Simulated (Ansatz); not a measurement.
## MgV$_{3}$: which magnetic state is lowest?

The calculation used DFT r2SCAN, scalar-relativistic, plane waves, PAW (Ansatz 0.2.0).

```xyz
4
Lattice="3.9031 0.0000 0.0000 0.0000 3.9031 0.0000 0.0000 0.0000 3.9031" Properties=species:S:1:pos:R:3 pbc="T T T"
V     0.0000    1.9515    1.9515
V     1.9515    0.0000    1.9515
V     1.9515    1.9515    0.0000
Mg    0.0000    0.0000    0.0000
```

The plane-wave cutoff is 500 eV and the Γ-centred k-mesh is 12×12×12. The occupation rule is Gaussian smearing, 0.1 eV. The list of starting moments (μB, in atom order) is 2 2 2 0 and the check for lower electronic states after the SCF is off.

All runs keep this geometry, which isn't relaxed for the lowest state (largest force there 0.000 eV/Å, pressure 3.8 GPa) and needn't be a stable compound; relaxing each order can shift differences of a few meV. Signs run over the atoms with starting moments. r2SCAN tends to overstate moments in metals, so a weak moment here may be absent in the real material. Site moments are spin moments in atom-centred spheres that scale with the neighbour distance. The states are those that the runs reached from these starts; a lower one can exist.

Starts tried: no spin; ferromagnetic; ferrimagnetic in the cell, signs ++-. Which state comes out lowest, and what are the moments?

The lowest state is ferrimagnetic, reached from the start “ferrimagnetic in the cell, signs ++-”, with site moments (μB) V +1.34 (×2), V -1.30.

```
                               start ends energy above lowest (meV/atom) site moments (μB) gap on mesh (eV) P (GPa)
                             no spin non-magnetic                            52.4         none over 0.05             metal     -2.1
                       ferromagnetic ferromagnetic                            31.0           V +0.51 (×3) metal     -1.2
ferrimagnetic in the cell, signs ++-  ferrimagnetic                            0.00  V +1.34 (×2), V -1.30             metal      3.8
```

Cost: 3 runs of about 5.5 core-minutes in all, on Arm Neoverse V1 (shared hosts).